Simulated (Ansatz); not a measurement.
Ta$_{2}$C: structures and their energies

3 relaxations of Ta2C ended in 3 distinct structures. Calculation: PBEsol (plane waves to 420 eV, PAW, scalar-relativistic; Ansatz, an electronic-structure program).

```tsv
#	space group	Pearson	type	E − E(lowest) (eV/atom)	V (Å³/atom)	runs ending here
1	P-3m1	hP3	–	0.00	13.61	1
2	P-31m	hP9	–	0.04	13.59	1
3	Fm-3m	cF12	–	1.02	13.68	1
```

All are gapless at this level. P-3m1, hP3 is the lowest of the structures calculated here.

Ta2C is modelled in the trigonal space group P-3m1 (No. 164), Pearson symbol hP3. Conventional cell: a = b = 3.0949 Å, c = 4.9215 Å, α = β = 90.00°, γ = 120.00°. Ta on 2d is surrounded by 3 C at 2.178 Å and 12 Ta at 3.017–3.095 Å. C on 1a is coordinated by 6 Ta at 2.178 Å (octahedral). (Neighbours: up to the widest gap in distance over summed covalent radii, below 1.35, at either atom; cation-cation and far metal-metal contacts left out.)

Each run could gain symmetry but not lose that of its start, so entries can be saddle points. From databases, or of a type measured for this composition: P-3m1, hP3; the others are generated cells (placed on structure types, drawn at random, substituted or restacked) that were not matched to a known phase here. Energies are at zero temperature and pressure, without zero-point motion. Each cell has its own k-point mesh; energy differences are given only to the digits this allows. No spin polarisation in the result.
